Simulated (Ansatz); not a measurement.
**Zr2TiO6: relaxed-ion elastic tensor**

The calculation used DFT PBE, scalar-relativistic, plane waves, PAW in Ansatz 0.2.0. Settings: 420 eV plane-wave cutoff, Γ-centred 10×10×10 mesh, fixed occupations. No spin polarisation.

Equilibrium structure at this level:
```xyz
9
Lattice="-1.7778 1.7778 7.5477 1.7778 -1.7778 7.5477 1.7778 1.7778 -7.5477" Properties=species:S:1:pos:R:3 pbc="T T T"
Zr    0.0000    0.0000   12.6108
Zr    0.0000    0.0000    2.4847
Ti    0.0000    0.0000    7.5477
O     0.0000    1.7778    3.7739
O     1.7778    0.0000    1.2000
O     1.7778    0.0000    6.3477
O     0.0000    1.7778    1.2000
O     0.0000    1.7778    6.3477
O     1.7778    0.0000    3.7739
```

The structure comes from a generated guess, relaxed at this level; another structure or a mixture of phases may lie lower.

Problem. Give the relaxed-ion elastic constants (GPa, Voigt order xx yy zz yz xz xy, on the Cartesian axes of the cell above).

Solution.
C11 = 356.6, C12 = 259.9, C13 = 88.3, C22 = 356.6, C23 = 88.3, C33 = 542.9, C44 = -41.5, C55 = -41.5, C66 = 222.9 GPa; the others vanish.

Problem. Is the crystal stable against homogeneous strain?

Solution. No: the tensor has an eigenvalue of -41.5 GPa, so some strain lowers the energy.
